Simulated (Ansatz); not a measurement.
HfGe₂:
```xyz
3
Lattice="-1.7327 1.7327 4.5432 1.7327 -1.7327 4.5432 1.7327 1.7327 -4.5432" Properties=species:S:1:pos:R:3 pbc="T T T"
Hf     0.0000     0.0000     0.0000
Ge     0.0000     0.0000     3.0000
Ge     0.0000     0.0000     6.0865
```

Relaxed with PBE. Special points in fractions of this cell's reciprocal vectors: Γ (0.000, 0.000, 0.000); X (0.000, 0.000, 0.500); P (0.250, 0.250, 0.250); N (0.000, 0.500, 0.000); M (0.500, 0.500, -0.500); S (0.286, 0.714, -0.286); S0 (-0.286, 0.286, 0.286); R (-0.073, 0.073, 0.500); G (0.500, 0.500, -0.073).

Task: List the band energies nearest the Fermi level at these points for the program Ansatz at the PBE level (PAW).

Result: In eV from the Fermi level; about four levels below and three above (degenerate sets whole), none deeper than 8.9 eV; points with the same levels are listed once.

```tsv
k	below	above
Γ	-4.44 -0.74 -0.74 -0.46	2.40 3.65 4.21 4.21
X	-4.04 -2.80 -1.09 -0.10	2.22 3.82 5.02
P	-4.35 -4.35 -1.90 -0.57 -0.57	0.18 5.37 5.37
N	-3.93 -3.30 -0.44 -0.01	2.54 3.37 3.48
M	-0.71 -0.15	0.30 0.30 1.79 1.79
S	-5.36 -1.43 -0.63 -0.05	2.57 3.50 3.86
R	-3.42 -2.96 -0.99 -0.30	1.88 3.90 4.50
```

Space group I4/mmm (MoSi2 or CaC2 type). The cell is a constructed one: a structure type filled with these elements; neither database checked (COD, Materials Project) lists it. COD files the formula under space group No. 63, so this cell is another polymorph or a model. Whether it is the stable phase at ambient conditions was not checked. Symmetry was held in the PBE relaxation; whether a distortion lowers the energy is not shown. The run is not spin-polarised. Spin–orbit coupling is left out wherever it is not named.

Potentials: the later of the program's two PAW sets.
